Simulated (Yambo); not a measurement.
BSE-type run in Yambo on CdS (wurtzite, space group P6_3mc, No. 186), at zero momentum.

Quantum ESPRESSO step (PBEsol, PseudoDojo standard norm-conserving files, fully relativistic):
```
&CONTROL
  calculation = 'nscf'
  pseudo_dir = './pseudo'
  outdir = './out'
/
&SYSTEM
  ibrav = 0
  nat = 4
  ntyp = 2
  ecutwfc = 102.0
  ecutrho = 408.0
  occupations = 'fixed'
  force_symmorphic = .true.
  nbnd = 131
  noncolin = .true.
  lspinorb = .true.
/
&ELECTRONS
  conv_thr = 4e-09
  diago_full_acc = .true.
  diago_thr_init = 1e-08
/
ATOMIC_SPECIES
S 32.0600 S.upf
Cd 112.4140 Cd.upf
CELL_PARAMETERS angstrom
  4.125053362735   0.000000000000   0.000000000000
 -2.062526681367   3.572401004095   0.000000000000
  0.000000000000   0.000000000000   6.709232123000
ATOMIC_POSITIONS crystal
S   0.666666667000   0.333333333000   0.876808976300
S   0.333333333667   0.666666666333   0.376808976300
Cd   0.666666667000   0.333333333000   0.500191023700
Cd   0.333333333667   0.666666666333   0.000191023700
K_POINTS automatic
6 6 2 0 0 0
```

Yambo input:
```
rim_cut
optics
bse
bss
dipoles
RandQpts= 1000000
RandGvec= 1 Ry
FFTGvecs= 40 Ry
BSKmod= "HARTREE"
BSEmod= "resonant"
BSSmod= "hs"
BSENGexx= 15 Ry
% KfnQP_E
 1.114 | 1.0 | 1.0 |
%
% BSEQptR
 1 | 1 |
%
% BSEBands
 41 | 62 |
%
% BEnRange
 0.0 | 9.1 | eV
%
% BDmRange
 0.15 | 0.15 | eV
%
BEnSteps= 182
% BLongDir
 1.0 | 0.0 | 0.0 |
%
BSHayTrs= -0.02
BSSNEig= 48
WRbsWF
```

From the report:

The dimension is k points × valence × conduction bands = 72 × 12 × 10 = 8640.
```
  [SLEPC] Approach                          : Krylov-Schur
  [SLEPC] Number of requested eigenvalues   :   48
  [SLEPC] Number of eigenvalues        [NEV]:   48
   [K] Dimension                                    :   8640
   [K] Bands                                        :   41   62
   [K] Exchange res                                 : yes
   [K] Correlation res                              : no
   [K] W interaction is bare                        : no
   [K] RL vectors exchange                          :   687
```

Geometry relaxed with PBEsol.
